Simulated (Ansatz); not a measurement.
NaCl (CsCl type, Pm-3m), plane-wave PAW r²SCAN (Ansatz code): ε∞ = 2.58, cell volume 41.44 Å³. Infrared-active transverse modes:

```json
[
 {"ω_TO (cm⁻¹)": "97.3", "oscillator strength S_xx (e²/amu)": "0.09705"}
]
```

Question: Compute the static dielectric constant.

Answer: Each mode adds (4.921e7/V) S/ω²: 12.17. So ε0 = 14.8.

Question: What LO frequency does the Lyddane–Sachs–Teller relation give?

Answer: ω_LO = ω_TO √(ε0/ε∞) = 233 cm⁻¹.

This is a known high-pressure phase of the composition, computed here at zero pressure and temperature. The r²SCAN relaxation kept the symmetry of its start; of distortions, only those at the zone centre were tested.

Potentials: the earlier of the program's two PAW sets.
